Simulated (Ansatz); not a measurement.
ScAg, in the lowest of the structures calculated here: Pm-3m (No. 221), cP2, CsCl type; a = b = c = 3.3826 Å, α = β = γ = 90.00°; Sc 1b (0.500, 0.500, 0.500); Ag 1a (0.000, 0.000, 0.000). All values below come from PBEsol (plane waves to 420 eV, PAW, scalar-relativistic; Ansatz, a first-principles code). Element references, the lowest calculated here: Ag (Fm-3m), Sc (P6₃/mmc).

**Question.** Predict the formation energy of this Pm-3m form of ScAg from the elements from PBEsol.

**Answer.** -0.30 eV/atom.

Static energies, no anion corrections, no zero-point energy. Values are rounded to 0.01 eV/atom. The compounds carry no spin polarisation.
